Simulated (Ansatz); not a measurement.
Geometry optimisation in Ansatz: input, command and trajectory.

```yaml
crystal:
  lattice:
    - [-2.0633493518, 2.0633493518, 7.4527943096]
    - [2.0633493518, -2.0633493518, 7.4527943096]
    - [2.0633493518, 2.0633493518, -7.4527943096]
  atoms:
    - { symbol: "Y", position: [0.0, 0.0, 0.0] }
    - { symbol: Al, position: [0.7469170767, 0.7469170767, 0.0] }
    - { symbol: Al, position: [0.2530829233, 0.2530829233, 0.0] }
    - { symbol: Pd, position: [0.5, 0.5, 0.0] }
    - { symbol: Pd, position: [0.8562692796, 0.3562692796, 0.5] }
    - { symbol: Pd, position: [0.3562692796, 0.8562692796, 0.5] }
    - { symbol: Pd, position: [0.1437307204, 0.6437307204, 0.5] }
    - { symbol: Pd, position: [0.6437307204, 0.1437307204, 0.5] }
basis:
  ecutwfc: 420
kpoints:
  mp_grid: { grid: [12, 12, 12] }
hamiltonian:
  xc: pbesol
scf:
  occupations: { method: gaussian, width: 0.1 }
output:
  forces: true
  stress: true
  eigenvalues: true
relax:
  adjacent_minimum: "off"
  f_tol: 0.01
  max_steps: 30
  cell: { stress_tol: 0.1, fix: [volume] }
```

```bash
ansatz run input.yaml --threads 2 --pin off --max-ram 5120MiB --backend cpu --events-out ev --progress --plain --runs-dir out
```

Computed with DFT PBEsol, scalar-relativistic, plane waves, PAW (Ansatz).

The volume is held at 1.03 times that of the relaxed cell.

Of 4 frames 3 are shown, positions in Å and forces in eV/Å; the SCF threshold varies from step to step. Steps run on the plane waves of an earlier cell, with a Pulay correction in the pressure. The basis is chosen afresh for the last frame, the zero of the energies, and at times for earlier ones too; energy and pressure step there, also at an unchanged geometry.

```xyz
8
Lattice="-2.0633 2.0633 7.4528 2.0633 -2.0633 7.4528 2.0633 2.0633 -7.4528" Properties=species:S:1:pos:R:3:forces:R:3 pbc="T T T" step=1 free_energy_over_end_meV_per_atom=0.24 pressure_GPa=-4.38
Y     0.0000    0.0000    0.0000    0.0000    0.0000    0.0000
Al    0.0000    0.0000   11.1332    0.0000    0.0000   -0.0287
Al    0.0000    0.0000    3.7723    0.0000    0.0000    0.0287
Pd    0.0000    0.0000    7.4528    0.0000    0.0000    0.0000
Pd    0.0000    2.0633    5.3104    0.0000    0.0000   -0.0859
Pd    2.0633    0.0000    5.3104    0.0000    0.0000   -0.0859
Pd    2.0633    0.0000    2.1424    0.0000    0.0000    0.0859
Pd    0.0000    2.0633    2.1424    0.0000    0.0000    0.0859
8
Lattice="-2.0615 2.0615 7.4662 2.0615 -2.0615 7.4662 2.0615 2.0615 -7.4662" Properties=species:S:1:pos:R:3:forces:R:3 pbc="T T T" step=2 free_energy_over_end_meV_per_atom=0.02 pressure_GPa=-4.20
Y     0.0000    0.0000    0.0000    0.0000    0.0000    0.0000
Al    0.0000    0.0000   11.1523    0.0000    0.0000   -0.0111
Al    0.0000    0.0000    3.7801    0.0000    0.0000    0.0111
Pd    0.0000    0.0000    7.4662    0.0000    0.0000    0.0000
Pd    0.0000    2.0615    5.3087    0.0000    0.0000    0.0070
Pd    2.0615    0.0000    5.3087    0.0000    0.0000    0.0070
Pd    2.0615    0.0000    2.1575    0.0000    0.0000   -0.0070
Pd    0.0000    2.0615    2.1575    0.0000    0.0000   -0.0070
8
Lattice="-2.0629 2.0629 7.4558 2.0629 -2.0629 7.4558 2.0629 2.0629 -7.4558" Properties=species:S:1:pos:R:3:forces:R:3 pbc="T T T" step=4 free_energy_over_end_meV_per_atom=0.00 pressure_GPa=-4.22
Y     0.0000    0.0000    0.0000    0.0000    0.0000    0.0000
Al    0.0000    0.0000   11.1359    0.0000    0.0000   -0.0094
Al    0.0000    0.0000    3.7757    0.0000    0.0000    0.0094
Pd    0.0000    0.0000    7.4558    0.0000    0.0000    0.0000
Pd    0.0000    2.0629    5.3021    0.0000    0.0000    0.0003
Pd    2.0629    0.0000    5.3021    0.0000    0.0000    0.0003
Pd    2.0629    0.0000    2.1538    0.0000    0.0000   -0.0003
Pd    0.0000    2.0629    2.1538    0.0000    0.0000   -0.0003
```

The run took 2.8 min on 2 threads of AMD EPYC 7R43 64-Core Processor (Zen 3), with other jobs on the host, peak memory 1.1 GiB.